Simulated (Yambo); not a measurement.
Here is the system:

```
CELL_PARAMETERS angstrom
      5.14503     0.00000     0.00000
     -0.01384     5.73079     0.00000
     -0.01353    -2.86543     4.98502
ATOMIC_POSITIONS crystal
  N  0.49713 0.75516 0.77278
  N  0.98900 0.23275 0.21656
  N  0.87754 0.11306 0.67021
  N  0.85362 0.64493 0.10040
  N  0.38049 0.90697 0.33027
  N  0.35621 0.35800 0.92035
  Al 0.52424 0.02217 0.67141
  Al 0.02213 0.98215 0.32995
  Si 0.51966 0.66916 0.02434
  Si 0.01693 0.33332 0.98087
  Ca 0.49494 0.30355 0.30022
  Sr 0.99811 0.67878 0.68264
```

Workflow: PBEsol (pw.x of Quantum ESPRESSO, ONCV potentials, scalar-relativistic), then G0W0 in Yambo (2×2×2 Γ-centred k mesh, 277 bands and a 8 Ry block in the screening, 277 bands in G with the Bruneval-Gonze terminator, plasmon pole fitted at 27.2 eV).

Task: Give the PBEsol and G0W0 gaps between the band edges found on this mesh, and say where the edges lie.

Result: Edges: Γ → Γ. PBEsol: 3.23 eV; G0W0: 4.83 eV. Nearest settings tried, and what they do to the gap: 179 bands in W, 179 bands in G: +12 meV; 7 Ry block (307 vectors against 385): -47 meV. Not varied: mesh. So the settings aren't converged at that level. The k mesh is coarse. 

Geometry of the Materials Project entry, not relaxed at this level.

The structure is a Materials Project entry; no match was found in the copy of COD used, and its stability was not checked.
